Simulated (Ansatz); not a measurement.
AlAs in space group P6_222 (No. 180; Al on 3c, As on 3d) at seven volumes, plane-wave PAW PBE (Ansatz code), shape and atoms relaxed at each. One row is withheld.

```tsv
V (Å³/atom)	P (GPa)
19.143	8.49
19.774	5.20
20.406	?
21.037	0.00
21.668	-2.04
22.299	-3.76
22.930	-5.23
```

Task: Fit the shown pressures and predict the withheld one.

Result: P = (3/2)B₀(x^(7/2) − x^(5/2))[1 + (3/4)(B′ − 4)(x − 1)] with x = (V₀/V)^(2/3). Least squares on the six rows gives V₀ = 21.037 Å³/atom, B₀ = 73.3 GPa, B′ = 4.36. At V = 20.406, x = 1.0205 and P = 2.39 GPa. The run itself gave 2.39 GPa.

The cell is a constructed one: a structure type filled with these elements; neither database checked (COD, Materials Project) lists it. It is not the phase usual at ambient conditions (space group No. 216). Symmetry was held in the PBE relaxation; whether a distortion lowers the energy is not shown.

Potentials: the later of the program's two PAW sets.
